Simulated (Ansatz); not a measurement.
Input, command and steps of an Ansatz relaxation.

```yaml
crystal:
  lattice:
    - [5.0143244286, 0.0, 0.0]
    - [-2.5071622143, 4.342532338, 0.0]
    - [0.0, 0.0, 4.7968670424]
  atoms:
    - { symbol: Ti, position: [0.0, 0.6708131062, 0.75] }
    - { symbol: Ti, position: [0.0, 0.3291868938, 0.25] }
    - { symbol: Ti, position: [0.6708131062, 0.0, 0.75] }
    - { symbol: Ti, position: [0.6708131062, 0.6708131062, 0.25] }
    - { symbol: Ti, position: [0.3291868938, 0.3291868938, 0.75] }
    - { symbol: Ti, position: [0.3291868938, 0.0, 0.25] }
    - { symbol: O, position: [0.0, 0.0, 0.5] }
    - { symbol: O, position: [0.0, 0.0, 0.0] }
basis:
  ecutwfc: 420
kpoints:
  mp_grid: { grid: [12, 12, 8] }
hamiltonian:
  xc: pbesol
scf:
  occupations: { method: gaussian, width: 0.1 }
output:
  forces: true
  stress: true
  eigenvalues: true
relax:
  adjacent_minimum: "off"
  f_tol: 0.01
  max_steps: 30
  cell: { stress_tol: 0.1, fix: [volume] }
```

```bash
ansatz run input.yaml --threads 2 --pin off --max-ram 5120MiB --backend cpu --events-out ev --progress --plain --runs-dir out
```

Level of theory: DFT PBEsol, scalar-relativistic, plane waves, PAW in Ansatz 0.2.0.

The volume is held at 0.97 times that of the relaxed cell.

Of 4 frames 3 are shown, positions in Å and forces in eV/Å; the SCF threshold varies from step to step. Steps run on the plane waves of an earlier cell, with a Pulay correction in the pressure. The basis is chosen afresh for the last frame, the zero of the energies, and at times for earlier ones too; energy and pressure step there, also at an unchanged geometry.

```xyz
8
Lattice="5.0143 0.0000 0.0000 -2.5072 4.3425 0.0000 0.0000 0.0000 4.7969" Properties=species:S:1:pos:R:3:forces:R:3 pbc="T T T" step=1 free_energy_over_end_meV_per_atom=0.78 pressure_GPa=5.57
Ti   -1.6818    2.9130    3.5976    0.1178   -0.2041    0.0000
Ti   -0.8253    1.4295    1.1992   -0.1178    0.2041    0.0000
Ti    3.3637    0.0000    3.5976   -0.2356    0.0000    0.0000
Ti    1.6818    2.9130    1.1992   -0.1178   -0.2041    0.0000
Ti    0.8253    1.4295    3.5976    0.1178    0.2041    0.0000
Ti    1.6506    0.0000    1.1992    0.2356    0.0000    0.0000
O     0.0000    0.0000    2.3984    0.0000    0.0000    0.0000
O     0.0000    0.0000    0.0000    0.0000    0.0000    0.0000
8
Lattice="5.0089 0.0000 0.0000 -2.5044 4.3378 0.0000 0.0000 0.0000 4.8074" Properties=species:S:1:pos:R:3:forces:R:3 pbc="T T T" step=2 free_energy_over_end_meV_per_atom=0.01 pressure_GPa=4.96
Ti   -1.6759    2.9028    3.6055    0.0014   -0.0025    0.0000
Ti   -0.8285    1.4350    1.2018   -0.0014    0.0025    0.0000
Ti    3.3518    0.0000    3.6055   -0.0029    0.0000    0.0000
Ti    1.6759    2.9028    1.2018   -0.0014   -0.0025    0.0000
Ti    0.8285    1.4350    3.6055    0.0014    0.0025    0.0000
Ti    1.6570    0.0000    1.2018    0.0029    0.0000    0.0000
O     0.0000    0.0000    2.4037    0.0000    0.0000    0.0000
O     0.0000    0.0000    0.0000    0.0000    0.0000    0.0000
8
Lattice="5.0067 0.0000 0.0000 -2.5034 4.3360 0.0000 0.0000 0.0000 4.8114" Properties=species:S:1:pos:R:3:forces:R:3 pbc="T T T" step=4 free_energy_over_end_meV_per_atom=0.00 pressure_GPa=4.94
Ti   -1.6751    2.9014    3.6086    0.0001   -0.0002    0.0000
Ti   -0.8283    1.4346    1.2029   -0.0001    0.0002    0.0000
Ti    3.3502    0.0000    3.6086   -0.0002    0.0000    0.0000
Ti    1.6751    2.9014    1.2029   -0.0001   -0.0002    0.0000
Ti    0.8283    1.4346    3.6086    0.0001    0.0002    0.0000
Ti    1.6565    0.0000    1.2029    0.0002    0.0000    0.0000
O     0.0000    0.0000    2.4057    0.0000    0.0000    0.0000
O     0.0000    0.0000    0.0000    0.0000    0.0000    0.0000
```

The run took 73 s on 2 threads of Intel(R) Xeon(R) Platinum 8488C (Sapphire Rapids), on a shared host, peak memory 0.7 GiB.

Spin polarisation was left out, and a magnetic state may lie lower.